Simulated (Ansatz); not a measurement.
Ge in space group P6/mmm (No. 191; Ge on 1b) at seven volumes, plane-wave PAW LDA (Ansatz code), shape and atoms relaxed at each. One row is withheld.

| V (Å³/atom) | P (GPa) |
|---|---|
| 16.338 | 9.83 |
| 16.877 | 5.99 |
| 17.415 | 2.70 |
| 17.954 | 0.00 |
| 18.493 | -2.18 |
| 19.031 | -4.00 |
| 19.570 | ? |

Task: Fit the shown pressures and predict the withheld one.

Result: Third-order Birch–Murnaghan: P = (3/2)B₀(x^(7/2) − x^(5/2))[1 + (3/4)(B′ − 4)(x − 1)] with x = (V₀/V)^(2/3). Least squares on the six rows gives V₀ = 17.961 Å³/atom, B₀ = 80.84 GPa, B′ = 5.32. At V = 19.570, x = 0.9444 and P = -5.52 GPa. The run itself gave -5.66 GPa.

The first step of the workflow began from a Materials Project structure, measured or hypothetical; the Crystallography Open Database copy checked does not list it. It is not the phase usual at ambient conditions (space group No. 227). Symmetry was held in the LDA relaxation; its stability against distortions is not shown here.

Potentials: the later of the program's two PAW sets.
